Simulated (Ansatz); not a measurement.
**TaRu: moving Ta off its site**

TaRu, Pm-3m, a = 3.187 Å (as given, not relaxed at this level: -11.0 GPa). The structure is a COD entry; whether it is the stable form wasn't checked. Ansatz: PBEsol, PAW, 420 eV, Γ-centred 16×16×16 mesh on 2 atoms, Gaussian smearing 0.15 eV; no spin polarisation.

```
CELL_PARAMETERS angstrom
3.18700 0.00000 0.00000
0.00000 3.18700 0.00000
0.00000 0.00000 3.18700
ATOMIC_POSITIONS crystal
Ta 0.50000 0.50000 0.50000
Ru 0.00000 0.00000 0.00000
```

Atom 1 (Ta) moves by x along the unit vector (0.000, 0.000, 1.000), with its periodic images; all else is held. y is the free energy of the cell over the start, F the force along the path summed over the moved atoms. Symmetry makes y even in x.

```
  x (Å) y (meV) F (eV/Å)
-0.1000    17.96      0.37
-0.0500     4.41      0.18
 0.0000     0.00      0.00
 0.0125     0.27     -0.04
 0.0250        ?         ?
 0.0375     2.47     -0.13
 0.0625     6.91     -0.22
 0.0750     9.99     -0.27
 0.0875    13.67     -0.32
```

Problem. Fit y = c2 x² + c4 x⁴ to the energies of the other rows, give the force constant, and predict energy and force of the missing row.

Solution. Least squares on the rows shown. y = 1751.3 x² + 4460.0 x⁴. The force constant is 2 c2 = 3.50 eV/Å², for the cell as given, at -11.0 GPa (for all images moving together, not for a lone atom). With two atoms in a cubic cell this is the optical mode at Γ (in a metal it hangs on mesh and smearing): ω = 521.5 √(2 c2/μ) = 121 cm⁻¹ for μ = 64.85 u. The force −dy/dx at the missing row is -0.09 eV/Å (computed -0.09). At x = 0.0250 the fit asked for gives 1.10 meV. The run gave 1.10 meV, the same to the digits shown.

Spin–orbit coupling is left out, which can shift energies with elements as heavy as these.